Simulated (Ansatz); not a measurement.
# Mg$_{2}$Rh under strain

Computed with DFT PBEsol, scalar-relativistic, plane waves, PAW (Ansatz). Run with 420 eV cutoff, 12×12×4 k-mesh, Gaussian smearing of 0.10 eV, no spin polarisation.

The relaxed crystal:

```yaml
crystal:
  lattice:
    - [3.16779, 0.00000, 0.00000]
    - [0.00000, 3.16779, 0.00000]
    - [0.00000, 0.00000, 10.04072]
  atoms:
    - { symbol: Mg, position: [0.50000, 0.50000, 0.14333] }
    - { symbol: Mg, position: [0.00000, 0.00000, 0.35667] }
    - { symbol: Mg, position: [0.00000, 0.00000, 0.64333] }
    - { symbol: Mg, position: [0.50000, 0.50000, 0.85667] }
    - { symbol: Rh, position: [0.00000, 0.00000, 0.00000] }
    - { symbol: Rh, position: [0.50000, 0.50000, 0.50000] }
```

Deformation: uniaxial strain along c, with the lengths of a and b and the atoms relaxed and the angles held, all within the symmetry that the strain leaves. Energies are extrapolated to zero smearing. On this cell's mesh the reference holds a stress of up to 0.17 GPa.

| strain (%) | ΔE (meV/atom) | a (Å) | b (Å) | c (Å) |
| --- | --- | --- | --- | --- |
| -3.0 | 2.2 | 3.191 | 3.191 | 9.739 |
| -2.0 | 1.1 | 3.182 | 3.182 | 9.840 |
| -1.0 | 0.3 | 3.174 | 3.174 | 9.940 |
| +0.0 | 0.0 | 3.168 | 3.168 | 10.041 |
| +1.0 | 0.0 | 3.159 | 3.159 | 10.141 |
| +2.0 | 0.4 | 3.151 | 3.151 | 10.242 |

(1) What stiffness (1/V) d²E/dε² at zero strain does a cubic fit over all points give?

(2) How does the free axis a answer a small strain?

## Answers

(1) A cubic fit gives (1/V) d²E/dε² = 35 GPa at zero strain (Young's modulus along this axis, angles held).

(2) Between the innermost points its strain is -0.24 times the applied one.